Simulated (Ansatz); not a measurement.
Structure relaxation, BP

The start is a generated trial cell of BP in the zincblende structure type. The structure is fully relaxed (lattice and positions, P = 0) with PBEsol (plane waves to 420 eV, PAW, scalar-relativistic; Ansatz, a program for electronic structure). The first steps use a coarse 9×9×9 k-mesh.

The start:
```yaml
crystal:
  lattice:
    - [0.00000, 2.29588, 2.29588]
    - [2.29588, 0.00000, 2.29588]
    - [2.29588, 2.29588, 0.00000]
  atoms:
    - { symbol: P, position: [0.75000, 0.75000, 0.75000] }
    - { symbol: B, position: [0.00000, 0.00000, 0.00000] }
```

Problem. How large is the pressure on the unrelaxed cell, and of which sign?

Solution. -7.3 GPa (negative: the cell is under tension).

Problem. How much energy is released per atom?

Solution. 0.013 eV/atom.

Problem. How does the volume change?

Solution. -4.6 %, from 12.10 to 11.54 Å³/atom.

Problem. How do the shortest distances between atoms change?

Solution. The closest pairs of elements (up to four, under 3.6 Å), start → end: B–P 1.99 → 1.96 Å; P–P 3.25 → 3.20 Å; B–B 3.25 → 3.20 Å.

Problem. What band gap does the relaxed structure have at this level?

Solution. 1.11 eV, indirect (valence top at Γ, conduction bottom at 83 % of the way from Γ to X) (no spin-orbit coupling).

Problem. What does it relax into? Give the structure.

Solution. 
```cif
data_B4P4
_chemical_formula_sum 'P4 B4'
_space_group_name_H-M_alt 'F-43m'
_space_group_IT_number 216
_space_group_name_Hall 'F -4 2 3'
_cell_length_a 4.52021
_cell_length_b 4.52021
_cell_length_c 4.52021
_cell_angle_alpha 90.000
_cell_angle_beta 90.000
_cell_angle_gamma 90.000
loop_
_atom_site_label
_atom_site_type_symbol
_atom_site_symmetry_multiplicity
_atom_site_Wyckoff_symbol
_atom_site_fract_x
_atom_site_fract_y
_atom_site_fract_z
_atom_site_occupancy
P1 P 4 c 0.25000 0.25000 0.25000 1
B1 B 4 a 0.00000 0.00000 0.00000 1
```
(The calculation used a cell of 2 atoms; values per cell refer to that cell.)

The space group stays F-43m (No. 216) (the run could not lower it); the end is zinc blende type, with 2 atoms in the primitive cell. Final values are on a 13×13×13 k-mesh of the relaxed cell. No spin polarisation in the result.

The run could not lose the symmetry of its start; a randomly shaken copy of 2 atoms returns to this structure.

All atoms sit on sites fixed by symmetry, so only the cell could relax.
